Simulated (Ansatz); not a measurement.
An Ansatz (an electronic-structure program) run. Input:

Ansatz 0.2 input:
```yaml
crystal:
  lattice:
    - [3.0444053064, 0.0, 0.0]
    - [0.0, 3.0444053064, 0.0]
    - [0.0, 0.0, 3.7716943058]
  atoms:
    - { symbol: Hg, position: [0.0, 0.0, 0.0] }
    - { symbol: Pd, position: [0.5, 0.5, 0.5] }
kpoints:
  mp_grid: { grid: [10, 10, 8] }
  band_path:
    path:
      - [[0.0, 0.0, 0.0], [0.0, 0.5, 0.0], [0.5, 0.5, 0.0], [0.0, 0.0, 0.0], [0.0, 0.0, 0.5], [0.0, 0.5, 0.5], [0.5, 0.5, 0.5], [0.0, 0.0, 0.5]]  # Γ-X-M-Γ-Z-R-A-Z
      - [[0.0, 0.5, 0.0], [0.0, 0.5, 0.5]]  # X-R
      - [[0.5, 0.5, 0.0], [0.5, 0.5, 0.5]]  # M-A
    npoints: 8
hamiltonian:
  xc: r2scan
  pseudopotentials: { kind: paw }
magnetization: { noncollinear: true, spin_orbit: true }
scf:
  n_extra_bands: 12
  convergence: { dr2_threshold: 0.0000000001 }
  occupations: { method: gaussian, width: 0.05 }
output: { eigenvalues: true }
```

Output (shortened):

```
Pseudopotential: Hg, paw_fr, valence charge 20
Pseudopotential: Pd, paw_fr, valence charge 18
Functional definition: r2SCAN
non-collinear run that drives no moment, with spin-orbit …
Crystal: 2 atoms, lattice volume = 34.958 Å³
Basis set: ecut = 500 eV, 877 PW (Γ), exchange–correlation on 96×96×120 points (64 copies of the dense FFT grid, shifted against one another)
Bands: 50, of which v1, the nominal top of the filled ones, is band 38 counted from 1 (37 counted from 0)
Symmetry: 16 space group operations + 16 with time reversal
k-points: 105 of 800
Projection manifold: j_resolved (fully-relativistic pseudo-atomic orbitals)
SCF iter   1: F=—  HF=-20783.254803 eV  |F-HF|=—  |Δ(HF+E_count)|=         —  Δρ=1.27e-1  dr2=7.69e0  dr2_τ=5.60e-2  dr2_m=0.00e0 (ungated)  ethr=3.10e-3  |M|=0.00e0 ∫|m|=0.00e0 μB  |m|>n=0.0e0 m-floor=0.0e0 τ_xc=0.0e0  β_m=0.30  ⟨swp⟩=7.4  Hψ=12095  notcnv=0  defer=146
preconditioner: auto → none
SCF iter   2: F=—  HF=-20782.097878 eV  |F-HF|=—  |Δ(HF+E_count)|=    1.16e0  Δρ=5.36e-2  dr2=1.19e0  dr2_τ=8.74e-2  dr2_m=0.00e0 (ungated)  ethr=3.10e-3  |M|=0.00e0 ∫|m|=0.00e0 μB  |m|>n=0.0e0 m-floor=0.0e0 τ_xc=0.0e0  β_m=0.26  ⟨swp⟩=3.0  Hψ=5500  notcnv=0  defer=676
SCF iter   3: F=—  HF=-20781.886953 eV  |F-HF|=—  |Δ(HF+E_count)|=   2.11e-1  Δρ=1.75e-2  dr2=5.95e-2  dr2_τ=1.23e-3  dr2_m=0.00e0 (ungated)  ethr=3.10e-3  |M|=0.00e0 ∫|m|=0.00e0 μB  |m|>n=0.0e0 m-floor=0.0e0 τ_xc=0.0e0  β_m=0.47  ⟨swp⟩=2.0  Hψ=3488  notcnv=0  defer=662
SCF iter   4: F=—  HF=-20781.909388 eV  |F-HF|=—  |Δ(HF+E_count)|=   2.24e-2  Δρ=5.63e-3  dr2=9.72e-3  dr2_τ=3.00e-4  dr2_m=0.00e0 (ungated)  ethr=1.57e-4  |M|=0.00e0 ∫|m|=0.00e0 μB  |m|>n=0.0e0 m-floor=0.0e0 τ_xc=0.0e0  β_m=0.54  ⟨swp⟩=2.0  Hψ=4197  notcnv=0  defer=666
SCF iter   5: F=—  HF=-20781.910259 eV  |F-HF|=—  |Δ(HF+E_count)|=   8.71e-4  Δρ=8.55e-4  dr2=2.59e-4  dr2_τ=1.49e-5  dr2_m=0.00e0 (ungated)  ethr=2.56e-5  |M|=0.00e0 ∫|m|=0.00e0 μB  |m|>n=0.0e0 m-floor=0.0e0 τ_xc=0.0e0  β_m=0.56  ⟨swp⟩=2.0  Hψ=3252  notcnv=0  defer=666
SCF iter   6: F=—  HF=-20781.910249 eV  |F-HF|=—  |Δ(HF+E_count)|=   9.23e-6  Δρ=2.06e-4  dr2=4.55e-6  dr2_τ=2.75e-7  dr2_m=0.00e0 (ungated)  ethr=6.82e-7  |M|=0.00e0 ∫|m|=0.00e0 μB  |m|>n=0.0e0 m-floor=0.0e0 τ_xc=0.0e0  β_m=0.71  ⟨swp⟩=2.1  Hψ=3121  notcnv=0  defer=666
SCF iter   7: F=—  HF=-20781.910262 eV  |F-HF|=—  |Δ(HF+E_count)|=   1.25e-5  Δρ=3.93e-5  dr2=2.85e-7  dr2_τ=1.21e-8  dr2_m=0.00e0 (ungated)  ethr=1.20e-8  |M|=0.00e0 ∫|m|=0.00e0 μB  |m|>n=0.0e0 m-floor=0.0e0 τ_xc=0.0e0  β_m=0.71  ⟨swp⟩=2.0  Hψ=3454  notcnv=0  defer=666
SCF iter   8: F=—  HF=-20781.910263 eV  |F-HF|=—  |Δ(HF+E_count)|=   7.40e-7  Δρ=7.33e-6  dr2=9.94e-9  dr2_τ=2.40e-10  dr2_m=0.00e0 (ungated)  ethr=7.51e-10  |M|=0.00e0 ∫|m|=0.00e0 μB  |m|>n=0.0e0 m-floor=0.0e0 τ_xc=0.0e0  β_m=0.84  ⟨swp⟩=2.0  Hψ=3762  notcnv=0  defer=666
SCF iter  10: F=-20781.910263 eV  HF=-20781.910263 eV  |F-HF|=1.46e-11  |Δ(HF+E_count)|=  3.20e-10  Δρ=3.43e-7  dr2=2.95e-11  dr2_τ=1.68e-12  dr2_m=0.00e0 (ungated)  ethr=1.00e-12  |M|=0.00e0 ∫|m|=0.00e0 μB  |m|>n=0.0e0 m-floor=0.0e0 τ_xc=0.0e0  ⟨swp⟩=8.1  Hψ=10475  notcnv=0
SCF 1 converged in 10 iterations: F = -20781.910263 eV  dr2 = 2.95e-11
NSCF: frozen V_eff on 75 k-points
SCF converged after 10 iterations
Magnetization: |M| = 0.0000 μB,  M = (+0.0000, +0.0000, +0.0000) μB
Absolute magnetization: 0.0000 μB (∫|m|)
  site 0: m = (+0.0000, +0.0000, +0.0000) μB, |m| = 0.0000 μB  (R = 1.18 Å)
  site 1: m = (+0.0000, +0.0000, +0.0000) μB, |m| = 0.0000 μB  (R = 1.18 Å)
Free energy (F): -20781.910263 eV
Harris-Foulkes:  -20781.910263 eV  (|F-HF|=1.46e-11)
Internal energy: -20781.909271 eV  (E = F + TS)
E sigma→0 (E₀):  -20781.909767 eV
Entropy (-TS):   -0.000991 eV (-0.496 meV/atom)
Fermi energy:    18.926113 eV
--- Per-component energies (eV) ---
  E_band       = -513.257798
  E_kinetic    = 1121.004860
  E_local      = -4006.639202  (includes V_loc(G=0)·N_el)
  E_nonlocal   = 275.652196
  E_hartree    = 1691.578123
  E_xc         = -369.574735
  E_vxc        = -523.463692  (∫ρ·V_xc dr)
  E_paw        = -13699.957645  (= ΣΔE_a)
  E_vpaw       = -799.933224  (= ΣTr[D̂ρ^β])
  E_aug_tail   = 0.000477  (compensation charges beyond the density's cutoff)
  E_vtau       = 36.964228  (kinetic-family band-sum trace: ∫τ·v_τ [+ j·A + Jᵃ·Aᵃ] dr)
  E_ewald      = -5793.354387
  E_core_change = -0.618958  (= ΣΔE_core)
  E_smearing   = -0.000991  (= −TS)
  E_closure    = 0.000000  (closes the sum)
  Σ components = -20781.910263   (vs F -20781.910263, Δ=0.00e0)
  [band-id]    e_kinetic+e_local+e_nonlocal+2·e_hartree+e_vxc+e_vpaw+e_augmentation_tail+e_vtau = -513.258111   (vs E_band -513.257798, Δ=-3.13e-4)
--- Band table (eV; the first three rows and the last of 105) ---
  k-point 0: bands = ["-98.5044", "-98.5044", "-67.6214", "-67.6214", "-59.7917", "-59.7917", "-41.7360", "-41.7360", "-41.7346", "-41.7346", "-35.5796", "-35.5796", "-31.2139", "-31.2139", "-31.1596", "-31.1596", "9.1630", "9.1630", "9.6356", "9.6356", …
  k-point 1: bands = ["-98.5044", "-98.5044", "-67.6214", "-67.6214", "-59.7918", "-59.7918", "-41.7359", "-41.7359", "-41.7348", "-41.7348", "-35.5799", "-35.5799", "-31.2147", "-31.2147", "-31.1596", "-31.1596", "9.2964", "9.2964", "9.6553", "9.6553", …
  k-point 2: bands = ["-98.5044", "-98.5044", "-67.6214", "-67.6214", "-59.7918", "-59.7918", "-41.7358", "-41.7358", "-41.7353", "-41.7353", "-35.5804", "-35.5804", "-31.2168", "-31.2168", "-31.1598", "-31.1598", "9.5658", "9.5658", "9.7037", "9.7037", …
  k-point 104: bands = ["-98.5020", "-98.5020", "-67.6119", "-67.6119", "-59.8020", "-59.8020", "-41.7905", "-41.7905", "-41.7477", "-41.7477", "-35.6138", "-35.6138", "-31.2361", "-31.2361", "-31.2346", "-31.2346", "9.8690", "9.8690", "10.0788", "10.0788", …
```

Cost: around 2.2 core-minutes (rough) on shared cores.

Space group P4/mmm (L1₀ or tetragonal B2). The workflow started from an entry of the Crystallography Open Database (COD). Its standing as an ambient phase is unchecked. The cell was relaxed with r²SCAN under the symmetry of its start; whether a distortion lowers the energy is not shown. The run is not spin-polarised.

Potentials: the later of the program's two PAW sets.

Ansatz is a plane-wave DFT program.
